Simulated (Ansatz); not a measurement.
## Structures of BaH: which is lowest?

Plane-wave DFT in Ansatz with scalar-relativistic PAW potentials, cutoff 420 eV, Γ-centred meshes chosen by cell and gap, Gaussian smearing with energies taken to zero width. Every cell was relaxed (cell and atoms) in a run of its own, within the symmetry of its start. Functional: PBE.

Relaxed structures (starts from databases or built by putting these elements on another compound's sites):
A. Fm-3m, 2 atoms in the computed cell, a = 5.808 Å; sites (symmetry × multiplicity) Ba m-3m × 4, H m-3m × 4; start: built
B. Cmcm, 4 atoms in the computed cell, a = 3.695 Å, b = 14.038 Å, c = 4.036 Å; sites (symmetry × multiplicity) Ba m2m × 4, H m2m × 4; start: built
C. P6_3/mmc, 4 atoms in the computed cell, a = 4.795 Å, c = 5.686 Å; sites (symmetry × multiplicity) Ba -6m2 × 2, H -6m2 × 2; start: built

Question: Rank them by energy. Could pressure change the order?

Answer:
```tsv
structure	group	E − E(lowest) (meV/atom)	V (Å³/atom)	gap on mesh (eV)
C	P6_3/mmc	0.0	28.31	0.00
A	Fm-3m	23.7	24.48	0.00
B	Cmcm	84	26.16	0.00
```

C is lowest, 24 meV/atom under A. A is denser by 3.82 Å³/atom, so pressure favours it: ΔE/ΔV, with ΔE in eV and 1 eV/Å³ = 160.2 GPa, gives about 1.0 GPa for equal enthalpy if both cells were rigid, a rough figure since the two compress differently. Other structures may lie lower than all of these, and vibrations aren't counted.

Spin-orbit coupling is left out, which matters for the bands of heavy elements.